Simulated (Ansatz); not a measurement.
The calculation used DFT, m-r2SCAN, plane waves (500 eV) with PAW, scalar-relativistic (Ansatz 0.2.0). (PAW data from PBE, frozen cores regenerated.)

An element in the omega (AlB2-type) structure gives this curve. The cell is scaled uniformly from the relaxed one, with fractional coordinates and shape fixed. Energies are extrapolated to zero smearing, pressures are those at the given smearing. Magnetic state: ferromagnetic.

| V (Å³/atom) | E − E₀ (meV/atom) | P (GPa) | sphere moment (μB) |
| --- | --- | --- | --- |
| 29.092 | 69.4 | 6.11 | 0.17 |
| 30.414 | 29.2 | 3.74 | 0.21 |
| 31.737 | 7.0 | 1.73 | 0.24 |
| 33.059 | 0.0 | 0.03 | 0.28 |
| 34.381 | 6.0 | -1.43 | 0.31 |
| 35.704 | 23.2 | -2.67 | 0.33 |
| 37.026 | 49.8 | -3.72 | 0.36 |

Q: Which element is it?
A. titanium
B. yttrium
C. platinum
D. zirconium

A: B. Its fit is V₀ = 33.07 Å³/atom, B₀ = 39 GPa, B₀′ = 3.0.

m-r²SCAN is r²SCAN on the gauge-invariant kinetic-energy density; without spin polarisation the two are equal.
